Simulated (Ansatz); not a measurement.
Relaxed-ion elastic tensor of SrTiO3 (cubic perovskite, Pm-3m) in GPa (Voigt order), DFT-LDA in the program Ansatz with PAW potentials; density 5.32 g/cm³, 11.46 Å³ per atom.

```
384  111  111  0.0  0.0  0.0
111  384  111  0.0  0.0  0.0
111  111  384  0.0  0.0  0.0
0.0  0.0  0.0  119  0.0  0.0
0.0  0.0  0.0  0.0  119  0.0
0.0  0.0  0.0  0.0  0.0  119
```

Is the crystal mechanically stable?

Yes: the smallest eigenvalue of C is 119 GPa.

Work out the Voigt, Reuss and Hill averages.

K_V = 202, K_R = 202, K_H = 202; G_V = 126, G_R = 125, G_H = 126 GPa.

Give Young's modulus, Poisson's ratio, Pugh's ratio and the universal anisotropy index.

E = 9KG/(3K + G) = 312 GPa; ν = 0.24; K/G = 1.61 (brittle by the Pugh limit of 1.75); A_U = 5G_V/G_R + K_V/K_R − 6 = 0.02.

Estimate the sound speeds and the Debye temperature.

v_l = √((K + 4G/3)/ρ) = 8340 m/s, v_t = √(G/ρ) = 4860 m/s, mean 5390 m/s; Θ = (h/k)(3n/4πV)^(1/3) v_m = 712 K.

Give the Zener ratio and Young's modulus along [100], [110] and [111].

A = 2C44/(C11 − C12) = 0.87; 1/E = S11 − 2(S11 − S12 − S44/2)Γ with Γ = 0, 1/4, 1/3 gives 335, 307, 298 GPa.

Solve the Christoffel equation for the three sound speeds along [100], [110], [111].

Eigenvalues of C_ijkl n_j n_l equal ρv². In km/s, slowest first: [100] 4.73, 4.73, 8.50; [110] 4.73, 5.07, 8.30; [111] 4.96, 4.96, 8.24.

The LDA relaxation kept the symmetry of its start. At this level the phase is dynamically unstable (imaginary phonons). No spin polarisation was allowed.

Potentials: the earlier of the program's two PAW sets. The files were generated under PBE; for other functionals the program regenerates the frozen cores, and for LDA and PBEsol the local potential too.
